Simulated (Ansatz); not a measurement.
BeS (rock salt), relaxed with HSE06 (Ansatz, a first-principles code, plane waves, PAW): a = b = c = 4.6081 Å, α = β = γ = 90.00°.

```
Property              Value
--------------------  -----
gap (eV)               1.74
B₀ by P(V) fit (GPa)    115
```

The same phase is relaxed and computed with PBEsol in the same code. What are the cell and these values now?

a = 4.5899 Å, b = 4.5899 Å, c = 4.5899 Å, α = 90.00°, β = 90.00°, γ = 90.00°.

* **gap (eV)**: 0.94
* **B₀ by P(V) fit (GPa)**: 114

Constructed cells (a structure type filled with these elements, in neither database checked): BeS, rock salt. Unstable at this level: BeS, rock salt with PBEsol. All cells were relaxed under the symmetry of their starts (and spin orders); stability against distortions was not tested throughout.

Potentials: the later of the program's two PAW sets.

Ansatz is a plane-wave DFT program.
